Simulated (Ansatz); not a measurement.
## AsSe$_{2}$: relaxed-ion elastic tensor

These are results of Ansatz, DFT PBE, scalar-relativistic, plane waves, PAW, not measurements. Plane waves to 420 eV; Γ-centred k mesh 12×12×8; Fermi-Dirac smearing of 0.15 eV. No spin polarisation.

Equilibrium structure at this level:
```xyz
3
Lattice="3.6501 0.0000 0.0000 -1.8250 3.1611 0.0000 0.0000 0.0000 6.7328" Properties=species:S:1:pos:R:3 pbc="T T T"
As    0.0000    0.0000    0.0000
Se    1.8250    1.0537    1.5812
Se    0.0000    2.1074    5.1516
```

The structure comes from a generated guess, relaxed at this level; another structure or a mixture of phases may lie lower. In a metal, frequencies and elastic constants depend on the k mesh and the smearing, soft modes and shear constants most. No dispersion correction is applied, so modes and constants that involve weak contacts between layers, chains or molecules come out too soft.

Task: Give the relaxed-ion elastic constants (GPa, Voigt order xx yy zz yz xz xy, on the Cartesian axes of the cell above).

Result:
C11 = 74.8, C12 = 36.8, C13 = 2.3, C14 = 0.6, C22 = 74.8, C23 = 2.3, C24 = -0.6, C33 = 4.8, C44 = 0.7, C55 = 0.7, C56 = 0.6, C66 = 19.0 GPa; the others vanish.

Task: Is the crystal stable against homogeneous strain?

Result: Too close to call: the least eigenvalue is 0.7 GPa, within what the k mesh leaves open in a metal.
